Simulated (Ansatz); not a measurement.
# YHg, one cell by several methods

```
Y Hg
1.0
     3.68200    0.00000    0.00000
     0.00000    3.68200    0.00000
     0.00000    0.00000    3.68200
Y Hg
1 1
Direct
  0.50000 0.50000 0.50000
  0.00000 0.00000 0.00000
```

Atom numbers follow the list: Y1, Hg2.

The geometry is COD entry 1523310, unchecked; take it as a test cell.

Spin polarisation is left out, and whether a magnetic state lies lower isn't shown here.

No spin–orbit coupling, which matters for the heavy atoms here.

Methods: DFT, LDA, PAW with Ansatz's default frozen-core files, scalar-relativistic (Ansatz 0.2.0); DFT, LDA, all-electron PAW with datasets made for the crystal, scalar-relativistic (Ansatz 0.2.0); DFT, LDA, all-electron LAPW, scalar-relativistic (Ansatz 0.2.0).

For PAW: a Γ-centred 11×11×11 k mesh, Fermi–Dirac smearing of 0.08 eV, cutoff 420 eV, no spin polarisation; the PAW files were made with PBE, and the program remakes their frozen cores for this functional. The crystal-made all-electron datasets (AE datasets) take a cutoff of 260 eV at this cell. LAPW targets a basis error of 0.25 meV/atom. The Ansatz runs share mesh, smearing and spin set-up. Plane-wave (PAW) pressures include the program's estimate of the Pulay term.

Stress and pressure are positive in compression.

Levels count from the Fermi level.

```json
{"quantity": "pressure (GPa)", "PAW": "-3.48", "AE datasets": "-3.48", "LAPW": "-3.48"}
{"quantity": "highest filled level at R (eV)", "PAW": "-1.990", "AE datasets": "-1.991", "LAPW": "-1.991"}
{"quantity": "lowest empty level at R (eV)", "PAW": "4.873", "AE datasets": "4.874", "LAPW": "4.874"}
{"quantity": "highest filled level at Γ (eV)", "PAW": "-7.169", "AE datasets": "-7.168", "LAPW": "-7.169"}
{"quantity": "lowest empty level at Γ (eV)", "PAW": "0.262", "AE datasets": "0.263", "LAPW": "0.263"}
```

PAW's pressure differs from the LAPW value by about 0.01 GPa or less. Datasets made for the crystal and LAPW share parts of one code, so their agreement isn't an independent check.
